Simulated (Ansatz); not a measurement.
Values for one crystal, relaxed and computed with the program Ansatz at the PBE level (PAW); other levels are named.

```yaml
volume_per_atom: 20.70 Å³
electronic_character: metallic (no gap)
Pressure derivative B′: 4.1
Bulk modulus (Birch–Murnaghan fit): 119 GPa
Density of states at the Fermi level: 1.2 states/eV per atom (mean over ±0.08 eV)
Formation energy from the elements (no fitted shifts): 0.15 eV/atom
```

Which of these materials gives this?
A. GaBi, rock salt
B. AlNi, CsCl type
C. ZrTa, Pmma (Ta on 2e, Zr on 2f)
D. TaAg, L1₀ or tetragonal B2

C, ZrTa, Pmma (Ta on 2e, Zr on 2f)

The start of the workflow was typed in or built on a structure type; neither database checked (COD, Materials Project) lists it. Whether it is the stable phase at ambient conditions was not checked. The PBE relaxation kept the symmetry of its start; whether a distortion lowers the energy is not shown. The run is not spin-polarised. The references are the lowest solids computed at this level, not always the standard phases. Spin–orbit coupling is left out wherever it is not named.

Potentials: the later of the program's two PAW sets.
